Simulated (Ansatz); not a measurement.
A relaxation computed with Ansatz, from input to last step.

```yaml
crystal:
  lattice:
    - [1.6342874651, 0.9435563079, 8.3566713346]
    - [-1.6342874651, 0.9435563079, 8.3566713346]
    - [0.0, -1.8871126159, 8.3566713346]
  atoms:
    - { symbol: Mg, position: [0.783153, 0.783153, 0.783153] }
    - { symbol: Sc, position: [0.99540167, 0.99540167, 0.99540167] }
    - { symbol: Al, position: [0.21328433, 0.21328433, 0.21328433] }
    - { symbol: O, position: [0.87899233, 0.87899233, 0.87899233] }
    - { symbol: O, position: [0.138222, 0.138222, 0.138222] }
    - { symbol: O, position: [0.70311933, 0.70311933, 0.70311933] }
    - { symbol: O, position: [0.287524, 0.287524, 0.287524] }
basis:
  ecutwfc: 500
kpoints:
  mp_grid: { grid: [12, 12, 12] }
hamiltonian:
  xc: r2scan
scf:
  occupations: { method: gaussian, width: 0.02 }
output:
  forces: true
  stress: true
  eigenvalues: true
  write_density: true
  write_potential: true
  elf: true
  volumetric_format: npy
relax:
  adjacent_minimum: "off"
  f_tol: 0.005
  max_steps: 80
  cell: { stress_tol: 0.05 }
```

```bash
ansatz run input.yaml --threads 2 --pin off --max-ram 5120MiB --backend cpu --events-out ev --progress --plain --runs-dir out
```

All numbers below come from Ansatz 0.2.0, DFT r2SCAN, scalar-relativistic, plane waves, PAW.

Of 7 frames 7 are shown, positions in Å and forces in eV/Å; the SCF threshold varies from step to step. Steps run on the plane waves of an earlier cell, with a Pulay correction in the pressure. The basis is chosen afresh for the last frame, the zero of the energies, and at times for earlier ones too; energy and pressure step there, also at an unchanged geometry. The mark taken_back stands on steps that the optimiser undid.

```xyz
7
Lattice="1.6343 0.9436 8.3567 -1.6343 0.9436 8.3567 0.0000 -1.8871 8.3567" Properties=species:S:1:pos:R:3:forces:R:3 pbc="T T T" step=1 free_energy_over_end_meV_per_atom=4.48 pressure_GPa=-4.71
Mg    0.0000    0.0000   19.6337    0.0000    0.0000   -0.0198
Sc    0.0000    0.0000   24.9547    0.0000    0.0000    0.0106
Al    0.0000    0.0000    5.3470    0.0000    0.0000   -0.0448
O     0.0000    0.0000   22.0363    0.0000    0.0000    0.0065
O     0.0000    0.0000    3.4652    0.0000    0.0000    0.0734
O     0.0000    0.0000   17.6272    0.0000    0.0000   -0.0341
O     0.0000    0.0000    7.2082    0.0000    0.0000    0.0089
7
Lattice="1.6269 0.9393 8.2968 -1.6269 0.9393 8.2968 0.0000 -1.8785 8.2968" Properties=species:S:1:pos:R:3:forces:R:3 pbc="T T T" step=2 free_energy_over_end_meV_per_atom=0.82 pressure_GPa=-1.91
Mg    0.0000    0.0000   19.4884    0.0000    0.0000   -0.0273
Sc    0.0000    0.0000   24.7773    0.0000    0.0000   -0.0156
Al    0.0000    0.0000    5.3104    0.0000    0.0000   -0.0151
O     0.0000    0.0000   21.8823    0.0000    0.0000   -0.0108
O     0.0000    0.0000    3.4364    0.0000    0.0000    0.0463
O     0.0000    0.0000   17.4942    0.0000    0.0000    0.1612
O     0.0000    0.0000    7.1646    0.0000    0.0000   -0.1379
7
Lattice="1.6183 0.9343 8.2790 -1.6183 0.9343 8.2790 0.0000 -1.8686 8.2790" Properties=species:S:1:pos:R:3:forces:R:3 pbc="T T T" step=3 free_energy_over_end_meV_per_atom=-0.11 pressure_GPa=0.27
Mg    0.0000    0.0000   19.4494    0.0000    0.0000   -0.0096
Sc    0.0000    0.0000   24.7254    0.0000    0.0000    0.0210
Al    0.0000    0.0000    5.2937    0.0000    0.0000   -0.0316
O     0.0000    0.0000   21.8308    0.0000    0.0000   -0.0018
O     0.0000    0.0000    3.4296    0.0000    0.0000    0.0002
O     0.0000    0.0000   17.4724    0.0000    0.0000   -0.0674
O     0.0000    0.0000    7.1387    0.0000    0.0000    0.0898
7
Lattice="1.6200 0.9353 8.2732 -1.6200 0.9353 8.2732 0.0000 -1.8706 8.2732" Properties=species:S:1:pos:R:3:forces:R:3 pbc="T T T" step=4 free_energy_over_end_meV_per_atom=-0.17 pressure_GPa=0.02
Mg    0.0000    0.0000   19.4341    0.0000    0.0000    0.0030
Sc    0.0000    0.0000   24.7094    0.0000    0.0000   -0.0044
Al    0.0000    0.0000    5.2909    0.0000    0.0000   -0.0092
O     0.0000    0.0000   21.8163    0.0000    0.0000    0.0010
O     0.0000    0.0000    3.4259    0.0000    0.0000    0.0034
O     0.0000    0.0000   17.4561    0.0000    0.0000    0.0081
O     0.0000    0.0000    7.1385    0.0000    0.0000   -0.0015
7
Lattice="1.6202 0.9354 8.2719 -1.6202 0.9354 8.2719 0.0000 -1.8708 8.2719" Properties=species:S:1:pos:R:3:forces:R:3 pbc="T T T" step=5 free_energy_over_end_meV_per_atom=-0.17 pressure_GPa=0.00 taken_back
Mg    0.0000    0.0000   19.4320    0.0000    0.0000   -0.0101
Sc    0.0000    0.0000   24.7056    0.0000    0.0000   -0.0008
Al    0.0000    0.0000    5.2892    0.0000    0.0000    0.0128
O     0.0000    0.0000   21.8130    0.0000    0.0000   -0.0100
O     0.0000    0.0000    3.4249    0.0000    0.0000    0.0097
O     0.0000    0.0000   17.4540    0.0000    0.0000    0.0014
O     0.0000    0.0000    7.1371    0.0000    0.0000   -0.0022
7
Lattice="1.6201 0.9354 8.2729 -1.6201 0.9354 8.2729 0.0000 -1.8708 8.2729" Properties=species:S:1:pos:R:3:forces:R:3 pbc="T T T" step=6 free_energy_over_end_meV_per_atom=-0.17 pressure_GPa=0.00
Mg    0.0000    0.0000   19.4337    0.0000    0.0000   -0.0008
Sc    0.0000    0.0000   24.7082    0.0000    0.0000   -0.0005
Al    0.0000    0.0000    5.2903    0.0000    0.0000   -0.0010
O     0.0000    0.0000   21.8151    0.0000    0.0000    0.0003
O     0.0000    0.0000    3.4257    0.0000    0.0000    0.0015
O     0.0000    0.0000   17.4558    0.0000    0.0000    0.0012
O     0.0000    0.0000    7.1379    0.0000    0.0000    0.0000
7
Lattice="1.6201 0.9354 8.2729 -1.6201 0.9354 8.2729 0.0000 -1.8708 8.2729" Properties=species:S:1:pos:R:3:forces:R:3 pbc="T T T" step=7 free_energy_over_end_meV_per_atom=0.00 pressure_GPa=0.01
Mg    0.0000    0.0000   19.4337    0.0000    0.0000   -0.0008
Sc    0.0000    0.0000   24.7082    0.0000    0.0000   -0.0005
Al    0.0000    0.0000    5.2903    0.0000    0.0000   -0.0010
O     0.0000    0.0000   21.8151    0.0000    0.0000    0.0003
O     0.0000    0.0000    3.4257    0.0000    0.0000    0.0014
O     0.0000    0.0000   17.4558    0.0000    0.0000    0.0011
O     0.0000    0.0000    7.1379    0.0000    0.0000    0.0001
```

Time: 5.3 min on 2 threads of Arm Neoverse V2 (shared host), peak memory 0.86 GiB.